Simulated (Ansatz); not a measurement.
Al2O3:
Space group R3m, hexagonal axes (No. 160); a = 3.003 Å, b = 3.003 Å, c = 17.340 Å, α = 90.00°, β = 90.00°, γ = 120.00°

```json
[
 {"atom": "Al", "site": "3a", "symmetry": "3m", "x": "0.0000", "y": "0.0000", "z": "0.1931"},
 {"atom": "Al", "site": "3a", "symmetry": "3m", "x": "0.0000", "y": "0.0000", "z": "0.6933"},
 {"atom": "O", "site": "3a", "symmetry": "3m", "x": "0.0000", "y": "0.0000", "z": "0.0281"},
 {"atom": "O", "site": "3a", "symmetry": "3m", "x": "0.0000", "y": "0.0000", "z": "0.5821"},
 {"atom": "O", "site": "3a", "symmetry": "3m", "x": "0.0000", "y": "0.0000", "z": "0.8065"}
]
```
(The calculation used a cell of 5 atoms; values per cell refer to that cell.)

Relaxed with r²SCAN.

Q: Give the optical modes at the zone centre with their infrared and Raman activity from DFPT, DFT-r²SCAN in the program Ansatz with PAW potentials.

A: Transverse frequencies, without the LO–TO term; a row sums one degenerate level.

| ω (cm⁻¹) | degeneracy | IR ((D/Å)²/amu) | Raman (Å⁴/amu) | activity | symmetry |
|---|---|---|---|---|---|
| 232 | 2 | 1.42 | 0.100 | IR+Raman | E |
| 290 | 1 | 27.32 | 0 | IR | A1 |
| 417 | 2 | 32.03 | 0.18 | IR+Raman | E |
| 431 | 2 | 6.59 | 0.82 | IR+Raman | E |
| 438 | 1 | 0.37 | 0 | IR | A1 |
| 703 | 1 | 3.19 | 0.12 | IR+Raman | A1 |
| 708 | 1 | 0.53 | 1.4 | IR+Raman | A1 |
| 863 | 2 | 21.34 | 2.5 | IR+Raman | E |

Q: How high does the top mode go among those that the LO–TO term moves?

A: 1001 cm⁻¹ for q along x, 1001 cm⁻¹ for q along y, 837 cm⁻¹ for q along z.

The first step of the workflow began from a Materials Project structure, measured or hypothetical; the Crystallography Open Database copy checked does not list it. It is not the phase usual at ambient conditions (space group No. 167). The r²SCAN relaxation kept the symmetry of its start; whether a distortion lowers the energy is not shown.

Potentials: the later of the program's two PAW sets.
